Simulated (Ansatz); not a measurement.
A geometry of Al2O3 away from equilibrium: the start of the relaxation of a generated cell, Al2O3 placed in the stibnite structure type. Method: PBEsol (plane waves to 420 eV, PAW, scalar-relativistic; Ansatz, an electronic-structure program). Γ-centred k-mesh 3×7×3 on the run's cell (coarser than for final values), Fermi–Dirac smearing 0.05 eV.

```xyz
20
Lattice="8.2226 0.0000 0.0000 0.0000 2.7911 0.0000 0.0000 0.0000 8.1811" Properties=species:S:1:pos:R:3:forces:R:3 pbc="T T T" free_energy=-10945.191 pressure_GPa=-10.5
Al     7.9811     0.6978     1.4233   -0.2412    0.0000   -0.4589
Al     3.8698     0.6978     2.6672   -0.2412    0.0000    0.4589
Al     0.2415     2.0933     6.7577    0.2412    0.0000    0.4589
Al     4.3528     2.0933     5.5139    0.2412    0.0000   -0.4589
Al     5.3397     0.6978     7.8863    2.0740    0.0000    0.0621
Al     1.2284     0.6978     4.3853    2.0740    0.0000   -0.0621
Al     2.8829     2.0933     0.2948   -2.0740    0.0000   -0.0621
Al     6.9942     2.0933     3.7958   -2.0740    0.0000    0.0621
O      2.4026     0.6978     1.5692    0.3689    0.0000   -2.8348
O      6.5139     0.6978     2.5213    0.3689    0.0000    2.8348
O      5.8200     2.0933     6.6118   -0.3689    0.0000    2.8348
O      1.7087     2.0933     5.6597   -0.3689    0.0000   -2.8348
O      3.7035     0.6978     7.1748   -1.4951    0.0000   -0.4531
O      7.8148     0.6978     5.0968   -1.4951    0.0000    0.4531
O      4.5191     2.0933     1.0063    1.4951    0.0000    0.4531
O      0.4078     2.0933     3.0843    1.4951    0.0000   -0.4531
O      5.1358     0.6978     4.5904   -1.6082    0.0000   -0.8763
O      1.0245     0.6978     7.6812   -1.6082    0.0000    0.8763
O      3.0868     2.0933     3.5907    1.6082    0.0000    0.8763
O      7.1981     2.0933     0.4999    1.6082    0.0000   -0.8763
```

Positions in Å, forces in eV/Å, free energy of the cell in eV (comparable only within this code, potentials and settings). Largest force: 2.86 eV/Å, on O9, O10, O11, O12 (atoms numbered as listed); the geometry lies 0.35 eV/atom above the end of its relaxation.

No spin polarisation in the result.

The run could not lose the symmetry of its start, so the end can be a saddle point.

The end of the path is a generated cell of Al2O3: the first start was made by placing the elements on the sites of a structure type, and the end was not matched to a known phase here, so it may be hypothetical. Known forms of Al2O3 include space group No. 167.
